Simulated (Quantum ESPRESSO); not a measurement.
# Where does Mo sit best among W sites?

Calculated results; nothing here was measured. They come from pw.x of Quantum ESPRESSO 7.5, a plane-wave density functional program, with PseudoDojo standard norm-conserving files (v0.5 for PBE, v0.4.1 for LDA and PBEsol). The cells are made up: elements, strain and atom displacements were drawn at random, and nothing was relaxed. There is no spin polarisation, spin-orbit coupling or dispersion term.

The cell has 12 sites of a 2H layered lattice (rectangular cell). Sites 1 to 4 hold X X X X; sites 5 to 12 hold Se S Se Se S S Se Se. Cell vectors in Å: (3.217, -0.055, -0.019); (-0.095, 5.695, -0.071); (-0.075, -0.164, 13.023). Settings: PBE, cutoff 1170 eV, 7 x 4 x 2 k mesh shifted by half a step, Fermi-Dirac smearing of 0.025 eV.

In each run one of the sites marked X holds Mo and the others hold W; cell and positions stay the same. E is the free energy of the cell.

```
site of the guest,first shell,mean distance (Å),E above the lowest (eV),P (GPa),force on the guest (eV/Å)
1,Se6,2.502,0.019,4.25,1.499
2,S4Se2,2.459,0.121,4.37,3.850
3,Se6,2.494,0.000,4.21,1.331
4,S5Se,2.487,0.190,4.60,1.479
```

A rerun of one of these cells at 1467 eV and k mesh 9 x 6 x 4 moved values by no more than 0.004 eV in the cell's energy, 0.03 GPa in stress and 0.003 eV/Å in force.

## Reading the table

Site 3 is lowest, by 0.019 eV, over three times the rerun's bound. The first shells differ, so neighbours and distances change together and cannot be told apart here. The positions are random and not relaxed, so the differences hold for this frozen cell and are not site preferences of a real crystal.